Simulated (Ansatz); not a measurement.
A geometry of MgSe away from equilibrium: the start of the relaxation of a relaxed MgSe cell with every coordinate shifted by Gaussian noise of σ = 0.3 Å. All values below come from r2SCAN (plane waves to 500 eV, PAW, scalar-relativistic; Ansatz, an electronic-structure program). Γ-centred k-mesh 7×7×7 on the run's cell (coarser than for final values), Fermi–Dirac smearing 0.05 eV.

```xyz
2
Lattice="0.0000 2.7361 2.7361 2.7361 0.0000 2.7361 2.7361 2.7361 0.0000" Properties=species:S:1:pos:R:3 pbc="T T T"
Se    -0.7133     0.5737     0.0742
Mg     2.5743     2.4877     3.0534
```

Give the Cartesian forces on all atoms (eV/Å).


```tsv
atom	Fx	Fy	Fz
Se1	-0.67	-7.10	-1.04
Mg2	0.67	7.10	1.04
```

What is the pressure?

+25.9 GPa, compression positive.

How much energy per atom can still be gained by relaxing?

1.01 eV/atom; the path ends in Fm-3m (No. 225) (rock salt type).

No spin polarisation in the result.
